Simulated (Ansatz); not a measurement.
LaNi2Ge2 in space group I4/mmm (No. 139; La on 2a, Ni on 4d, Ge on 4e), PBE (plane waves, PAW; program Ansatz), all energies at zero smearing, with the estimated change up to a 700 eV cutoff added, with one set of potentials and settings (totals compare only within such a set). Cell of 5 atoms (1 La, 2 Ni, 2 Ge): -26522.946 eV.

```csv
element,reference phase,E (eV/atom)
La,"P6_3/mmc, 4 atoms in the cell",-6250.0953
Ni,"Fm-3m, 1 atoms in the cell, spin-polarised",-5839.7239
Ge,"Fd-3m, 2 atoms in the cell",-4294.9847
```

Formation energy per atom, worked out: (-26522.946 − 1×(-6250.0953) − 2×(-5839.7239) − 2×(-4294.9847))/5 = -0.687 eV/atom (-66 kJ per mol of atoms), at 0 K, without zero-point energy or fitted corrections.

The first step of the workflow began from a Materials Project structure, measured or hypothetical; the Crystallography Open Database copy checked does not list it. Whether it is the stable phase at ambient conditions was not checked. Symmetry was held in the PBE relaxation; its stability against distortions is not shown here. No spin polarisation was allowed. The references are the lowest solids computed at this level, not always the standard phases. Scalar-relativistic: spin–orbit coupling is off unless named, which matters more the heavier the elements.

Potentials: the later of the program's two PAW sets.
